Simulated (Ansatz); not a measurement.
# 4 guesses for MgBe2SeO2 and where they end

Method: DFT PBE, scalar-relativistic, plane waves, PAW in Ansatz 0.2.0. All cells share a 420 eV cutoff and Γ-centred k meshes spaced at most about 0.3 Å⁻¹ (about 0.25 or finer for metals, 2π included). No spin polarisation in the final relaxations.

Each guess was relaxed in cell and atoms at zero pressure, within the symmetry of its start. These are static total energies at zero pressure. Coordination counts O or Se atoms around Be and Mg (for each partner element, those within 1.25 times its shortest distance or 1.15 times the sum of covalent radii, where it is the nearest in units of that sum or under 1.3; a plus sign parts groups by distance over the sum of covalent radii).

```csv
guess,made from,start group,V start (Å³/atom),end group,V end (Å³/atom),coordination at the end,gap on mesh (eV),E over the lowest end (meV/atom)
1,TbNi2B2C type,I4/mmm,11.4,I4/mmm,11.8,"Mg 4+2, Be 4",2.86,0
2,CeAlCu2Ni2 type,Cmmm,12.5,Cmmm,15.7,"Mg 4, Be 4",0,408
3,CeB2Ir2Rh type,Cmmm,12.2,?,?,?,?,?
4,CeB2Ir2C type,I4/mmm,11.4,I4/mmm,16.4,"Mg 4, Be 4",1.98,82
```

Guess 3 as it starts:

```cif
data_structure
_symmetry_space_group_name_H-M 'P 1'
_symmetry_Int_Tables_number 1
_cell_length_a 5.3003
_cell_length_b 5.3003
_cell_length_c 3.0076
_cell_angle_alpha 90.000
_cell_angle_beta 90.000
_cell_angle_gamma 119.981
_cell_volume 73.19
loop_
_atom_site_label
_atom_site_type_symbol
_atom_site_fract_x
_atom_site_fract_y
_atom_site_fract_z
_atom_site_occupancy
Mg1 Mg 0.50000 0.50000 0.00000 1
Be1 Be 0.16696 0.83304 0.00000 1
Be2 Be 0.83304 0.16696 0.00000 1
Se1 Se 0.00000 0.00000 0.50000 1
O1 O 0.00000 0.50000 0.50000 1
O2 O 0.50000 0.00000 0.50000 1
```

Question: Predict the end of this guess and its energy over the lowest end.

Answer: It ends in space group Cmmm (No. 65), with a = 4.793 Å, b = 16.509 Å, c = 2.539 Å, 16.7 Å³/atom and no gap. It lies 0.41 eV/atom over the lowest end, within the noise of guess 2 and so the highest of the set. Counting O or Se atoms around Be and Mg, this end has Mg 4, Be 4 and the lowest (guess 1) has Mg 4+2, Be 4. This end holds Se–Se chains (shortest 2.54 Å); in the lowest (guess 1) the shortest Se–Se distance is 3.44 Å.

```cif
data_structure
_symmetry_space_group_name_H-M 'Cmmm'
_symmetry_Int_Tables_number 65
_cell_length_a 4.7926
_cell_length_b 16.5091
_cell_length_c 2.5390
_cell_angle_alpha 90.000
_cell_angle_beta 90.000
_cell_angle_gamma 90.000
_cell_volume 200.89
loop_
_atom_site_label
_atom_site_type_symbol
_atom_site_symmetry_multiplicity
_atom_site_Wyckoff_symbol
_atom_site_fract_x
_atom_site_fract_y
_atom_site_fract_z
_atom_site_occupancy
Mg1 Mg 2 b 0.50000 0.00000 0.00000 1
Be1 Be 4 i 0.50000 0.25112 0.00000 1
Se1 Se 2 d 0.00000 0.00000 0.50000 1
O1 O 4 f 0.25000 0.25000 0.50000 1
```

Energies over the elements count from the elements' standard structures at the same level (O₂ as a molecule), with no fitted energy shifts.

Question: Is the lowest end bound against the elements?

Answer: Yes: its formation energy is −1.732 eV/atom. A negative formation energy is needed for stability but isn't enough: competing phases decide.

For metals, differences of a few meV/atom aren't resolved. No dispersion correction is applied, so the spacing and binding between layers, chains or molecules are poorly described (I4/mmm at 16.4 Å³/atom, Cmmm at 15.7 Å³/atom, Cmmm at 16.7 Å³/atom), and this can change margins and order among such cells. Kohn–Sham gaps at this level usually fall short of measured ones. The reference form of Se is held partly by dispersion forces, which this level lacks. Cells relaxed within their symmetry can be saddle points. A lower structure may well exist outside this small set. Some candidate types were left out of the draw beforehand, so a known form may be missing.
